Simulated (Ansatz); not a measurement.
Relaxed-ion elastic tensor of ZnSe in space group P4_2/mnm (No. 136; Zn on 4g, Se on 4f) in GPa (Voigt order), PBEsol in the plane-wave PAW code Ansatz; density 5.09 g/cm³, 23.54 Å³ per atom.

|  | 1 | 2 | 3 | 4 | 5 | 6 |
|---|---|---|---|---|---|---|
| 1 | 65.3 | 56.0 | 45.4 | 0.0 | 0.0 | 0.0 |
| 2 | 56.0 | 65.3 | 45.4 | 0.0 | 0.0 | 0.0 |
| 3 | 45.4 | 45.4 | 114 | 0.0 | 0.0 | 0.0 |
| 4 | 0.0 | 0.0 | 0.0 | 21.5 | 0.0 | 0.0 |
| 5 | 0.0 | 0.0 | 0.0 | 0.0 | 21.5 | 0.0 |
| 6 | 0.0 | 0.0 | 0.0 | 0.0 | 0.0 | 19.1 |

Question: Is the crystal mechanically stable?

Answer: Yes: the smallest eigenvalue of C is 9.3 GPa.

Question: Work out the Voigt, Reuss and Hill averages.

Answer: K_V = 59.8, K_R = 57.9, K_H = 58.8; G_V = 18.9, G_R = 12.6, G_H = 15.8 GPa.

Question: Give Young's modulus, Poisson's ratio, Pugh's ratio and the universal anisotropy index.

Answer: E = 9KG/(3K + G) = 43.4 GPa; ν = 0.38; K/G = 3.73 (ductile by the Pugh limit of 1.75); A_U = 5G_V/G_R + K_V/K_R − 6 = 2.56.

Question: Estimate the sound speeds and the Debye temperature.

Answer: v_l = √((K + 4G/3)/ρ) = 3960 m/s, v_t = √(G/ρ) = 1760 m/s, mean 1990 m/s; Θ = (h/k)(3n/4πV)^(1/3) v_m = 206 K.

Question: How much does each axis shrink under pressure?

Answer: Linear compressibilities β_i = Σ_j S_ij (j = 1 to 3): x 7.1, y 7.1, z 3.2 per TPa.

The start of the workflow was typed in or built on a structure type; neither database checked (COD, Materials Project) lists it. It is not the phase usual at ambient conditions (space group No. 216). Symmetry was held in the PBEsol relaxation; its stability against distortions is not shown here.

Potentials: the earlier of the program's two PAW sets. The files were generated under PBE; for other functionals the program regenerates the frozen cores, and for LDA and PBEsol the local potential too.
